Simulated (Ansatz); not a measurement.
The elements of this relaxed trial crystal are hidden behind letters.

```
lattice vectors (Å)
   0.0000    4.0496    4.0496
   4.0496    0.0000    4.0496
   4.0496    4.0496    0.0000
fractional positions
X 0.5000 0.5000 0.5000
X 0.7500 0.7500 0.7500
Z 0.1250 0.1250 0.1250
Z 0.6250 0.1250 0.1250
Z 0.1250 0.6250 0.1250
Z 0.1250 0.1250 0.6250
```

Theory: DFT PBE, scalar-relativistic, plane waves, PAW in Ansatz 0.2.0. Plane waves to 420 eV, an 8×8×8 mesh through Γ for the 6-atom cell and 0.10 eV Gaussian smearing; no spin polarisation.

```
Space group                              : Fd-3m (No. 227)
Conventional cell                        : a = 8.099 Å
Volume per atom                          : 22.14 Å³
Density                                  : 6.79 g/cm³
Energy over the elements                 : +0.48 eV/atom
Gap on the 8×8×8 mesh of the 6-atom cell : 0 eV (a metal)
```

Energies are uncorrected and count from the elements' standard states at the same level.

Problem. X is a p-block element of period 5 and Z is a p-block element of period 4. Which elements are they?

Solution. X = Sb, Z = As, so the formula is SbAs2, here in the cubic Laves (C15) type. Density times volume gives a mean mass of 6.79 × 22.14/1.6605 = 90.5 u per atom, and this set has 90.5 u. Among the elements that the hints allow, noble gases aside, only these give it. Around Sb lie 12 As at 3.36 Å and 4 Sb at 3.51 Å; around As lie 6 As at 2.86 Å and 6 Sb at 3.36 Å.

Spin–orbit coupling, which can matter for Sb, is left out. A structure relaxed within its symmetry needn't be a true minimum.
